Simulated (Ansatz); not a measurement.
Consider the following.

N:
```xyz
4
Lattice="4.2035 0.0000 0.0000 0.0000 4.2035 0.0000 0.0000 0.0000 5.3933" Properties=species:S:1:pos:R:3 pbc="T T T"
N      3.8170     3.8170     0.0000
N      0.3865     0.3865     0.0000
N      2.4882     1.7153     2.6967
N      1.7153     2.4882     2.6967
```

This is the r²SCAN-relaxed structure. Tensor components refer to the Cartesian frame of this cell.

### Question
All from r²SCAN (plane waves, PAW; program Ansatz), unless another level is named. Give the Debye temperature from the elastic constants.

### Answer
99.9 K.

### Question
Give the elastic constants (relaxed ions, GPa).

### Answer
C11 = 1.7, C12 = 1.0, C13 = 0.8, C33 = 2.3, C44 = 1.0, C66 = 0.8.

Space group P4_2/mnm. The first step of the workflow began from a Materials Project structure, measured or hypothetical; the Crystallography Open Database copy checked does not list it. It is not the usual solid phase (space group No. 205). Symmetry was held in the r²SCAN relaxation; its stability against distortions is not shown here. The substance is a gas or liquid at ambient conditions. A crystal of weakly bound molecules computed without a dispersion correction: the cell and the soft elastic constants depend strongly on that.

Potentials: the later of the program's two PAW sets.
